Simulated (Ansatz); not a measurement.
**Question.** Name crystals whose computed values (DFT-r²SCAN in the program Ansatz with PAW potentials) fall in these windows: B₀ by P(V) fit (GPa) 5.1 to 6.5; gap (eV) 2.3 to 3.0.

**Answer.** 

```tsv
crystal	B₀ by P(V) fit (GPa)	gap (eV)
SnTeO3, R3c (Sn on 6a, Te on 6a, O on 18b)	5.9	2.72
```
Others may fit too.

Typed or built starts, not in the databases checked: SnTeO3, R3c (Sn on 6a, Te on 6a, O on 18b). The cell was relaxed under the symmetry of its start. Spin–orbit coupling is left out wherever it is not named.

Potentials: the earlier of the program's two PAW sets.
